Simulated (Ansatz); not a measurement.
Deforming HfC

```
CELL_PARAMETERS angstrom
0.00000 2.32500 2.32500
2.32500 0.00000 2.32500
2.32500 2.32500 0.00000
ATOMIC_POSITIONS crystal
Hf 0.50000 0.50000 0.50000
C 0.00000 0.00000 0.00000
```

Atoms are numbered in the order listed.

The geometry is COD entry 1539502, unchecked; take it as a test cell.

Spin–orbit coupling is left out, though it moves levels of the heavy atoms by tenths of an eV or more.

Level of theory: DFT, PBEsol, all-electron LAPW, scalar-relativistic (Ansatz 0.2.0).

Numerical set-up: a Γ-centred 15×15×15 k mesh, Fermi–Dirac smearing of 0.05 eV, basis error target 1 meV/atom, no spin polarisation.

The unchanged cell is at -6.51 GPa.

In a metal, stresses and small energies carry noise from the k mesh.

x, y and z are the Cartesian axes of the cell as listed; fractional coordinates follow a strain, and an engineering shear is twice the off-diagonal strain component.

**Question.** With this change (equal xy, yz and zx engineering shear strains of -3 %), what becomes of the energy and stress?

**Answer.** Energy change +17 meV/atom; stress change (xx, yy, zz, yz, xz, xy) 0.16, 0.16, 0.16, 4.79, 4.79, 4.79 GPa, compression positive.

**Question.** With this change (equal xy, yz and zx engineering shear strains of -1 %), what becomes of the energy and stress?

**Answer.** Energy change +2 meV/atom; stress change (xx, yy, zz, yz, xz, xy) 0.02, 0.02, 0.02, 1.62, 1.62, 1.62 GPa, compression positive.

**Question.** With this change (equal xy, yz and zx engineering shear strains of +2 %), what becomes of the energy and stress?

**Answer.** Energy change +8 meV/atom; stress change (xx, yy, zz, yz, xz, xy) 0.08, 0.08, 0.08, -3.43, -3.43, -3.43 GPa, compression positive.

With equal xy, yz and zx engineering shear strains of -2 %: energy change +8 meV/atom; stress change (xx, yy, zz, yz, xz, xy) 0.08, 0.08, 0.08, 3.21, 3.21, 3.21 GPa, compression positive.

**Question.** With this change (equal xy, yz and zx engineering shear strains of +1 %), what becomes of the energy and stress?

**Answer.** Energy change +2 meV/atom; stress change (xx, yy, zz, yz, xz, xy) 0.02, 0.02, 0.02, -1.68, -1.68, -1.68 GPa, compression positive.

**Question.** With this change (equal xy, yz and zx engineering shear strains of +3 %), what becomes of the energy and stress?

**Answer.** Energy change +18 meV/atom; stress change (xx, yy, zz, yz, xz, xy) 0.17, 0.17, 0.17, -5.25, -5.25, -5.25 GPa, compression positive.
